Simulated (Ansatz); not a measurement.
Space group P4/mmm (No. 123). a = 2.732 Å, b = 2.732 Å, c = 3.727 Å, α = 90.00°, β = 90.00°, γ = 90.00°
```json
{"atom": "Fe", "site": "1a", "symmetry": "4/mmm", "x": "0.0000", "y": "0.0000", "z": "0.0000"}
{"atom": "Pt", "site": "1d", "symmetry": "4/mmm", "x": "0.5000", "y": "0.5000", "z": "0.5000"}
```

Equation of state of this FePt structure (not necessarily the ground state), with shape and atoms relaxed at each volume where symmetry leaves them free. It has no gap at any of these volumes. These are results of DFT r2SCAN, scalar-relativistic, plane waves, PAW (Ansatz 0.2.0), not measurements.

Plane waves to 500 eV, a k mesh through Γ of 16×16×12 on the computed 2-atom cell and Gaussian smearing (0.10 eV); collinear spin.

```json
{"V (Å³/atom)": "13.071", "E − E(largest V) (meV/atom)": "7.53", "P (GPa)": "15.52"}
{"V (Å³/atom)": "13.488", "E − E(largest V) (meV/atom)": "-21.24", "P (GPa)": "7.06"}
{"V (Å³/atom)": "13.906", "E − E(largest V) (meV/atom)": "-30.02", "P (GPa)": "-0.01"}
{"V (Å³/atom)": "14.323", "E − E(largest V) (meV/atom)": "-22.05", "P (GPa)": "-5.91"}
{"V (Å³/atom)": "14.740", "E − E(largest V) (meV/atom)": "0.00", "P (GPa)": "-10.87"}
```

Task: Fit a third-order Birch–Murnaghan equation to E(V).

Result: V0 = 13.90 Å³/atom, B0 = 214 GPa, B0' = 4.8.

The state reached may not be the lowest one. Spin-orbit coupling is left out, which matters for the bands of heavy elements. Only parallel moments were tried here.

Cost: 5 runs of about 17 core-minutes in all, on Intel Xeon Platinum 8259CL (Skylake/Cascade Lake) (shared hosts).